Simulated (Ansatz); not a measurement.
Data:

LaZnSbO:
```cif
data_La2O2Sb2Zn2
_chemical_formula_sum 'La2 Zn2 Sb2 O2'
_space_group_name_H-M_alt 'P4/nmm :1'
_space_group_IT_number 129
_space_group_name_Hall 'P 4ab 2ab -1ab'
_cell_length_a 4.22791
_cell_length_b 4.22791
_cell_length_c 9.60202
_cell_angle_alpha 90.000
_cell_angle_beta 90.000
_cell_angle_gamma 90.000
loop_
_space_group_symop_operation_xyz
  'x, y, z'
  '-y+1/2, x+1/2, z'
  '-x, -y, z'
  'y+1/2, -x+1/2, z'
  'x+1/2, -y+1/2, -z'
  '-y, -x, -z'
  '-x+1/2, y+1/2, -z'
  'y, x, -z'
  '-x+1/2, -y+1/2, -z'
  'y, -x, -z'
  'x+1/2, y+1/2, -z'
  '-y, x, -z'
  '-x, y, z'
  'y+1/2, x+1/2, z'
  'x, -y, z'
  '-y+1/2, -x+1/2, z'
loop_
_atom_site_label
_atom_site_type_symbol
_atom_site_symmetry_multiplicity
_atom_site_Wyckoff_symbol
_atom_site_fract_x
_atom_site_fract_y
_atom_site_fract_z
_atom_site_occupancy
La1 La 2 c 0.50000 0.00000 0.12036 1
Zn1 Zn 2 b 0.50000 0.50000 0.50000 1
Sb1 Sb 2 c 0.00000 0.50000 0.32255 1
O1 O 2 a 0.00000 0.00000 0.00000 1
```

This is the r²SCAN-relaxed structure.

**Question.** All from the program Ansatz at the r²SCAN level (PAW), unless another level is named. Predict the formation energy from the elements (no fitted shifts).

**Answer.** -1933 meV/atom.

**Question.** And the valence-band maximum?

**Answer.** at Γ.

**Question.** Predict the Z2 indices of the occupied bands with spin–orbit coupling.

**Answer.** 0;(000).

The first step of the workflow began from a Materials Project structure, measured or hypothetical; the Crystallography Open Database copy checked does not list it. Whether it is the stable phase at ambient conditions was not checked. The r²SCAN relaxation kept the symmetry of its start. At this level the phase is mechanically unstable. The references are the lowest solids computed at this level, not always the standard phases (solids in place of the gases). Scalar-relativistic: spin–orbit coupling is off unless named, which matters more the heavier the elements.

Potentials: the later of the program's two PAW sets.
